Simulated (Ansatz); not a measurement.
Structures of Y2As: which is lowest?

Plane-wave DFT in Ansatz with scalar-relativistic PAW potentials, cutoff 420 eV, Γ-centred meshes chosen by cell and gap, Gaussian smearing with energies taken to zero width. Every cell was relaxed (cell and atoms) in a run of its own, within the symmetry of its start. Functional: PBE.

Relaxed structures (starts from databases or built by putting these elements on another compound's sites):
A. R-3m, 3 atoms in the computed cell, a = 3.999 Å, c = 18.860 Å; sites (symmetry × multiplicity) Y 3m × 6, As -3m × 3; start: built
B. Fm-3m, 3 atoms in the computed cell, a = 6.822 Å; sites (symmetry × multiplicity) Y -43m × 8, As m-3m × 4; start: built

Problem. Rank them by energy. Could pressure change the order?

Solution.
```csv
structure,group,E − E(lowest) (meV/atom),V (Å³/atom),gap on mesh (eV)
A,R-3m,0.0,29.02,0.00
B,Fm-3m,154,26.46,0.00
```

A is lowest, 154 meV/atom under B. B is denser by 2.56 Å³/atom, so pressure favours it: ΔE/ΔV, with ΔE in eV and 1 eV/Å³ = 160.2 GPa, gives about 10 GPa for equal enthalpy if both cells were rigid, a rough figure since the two compress differently. Other structures may lie lower than all of these, and vibrations aren't counted.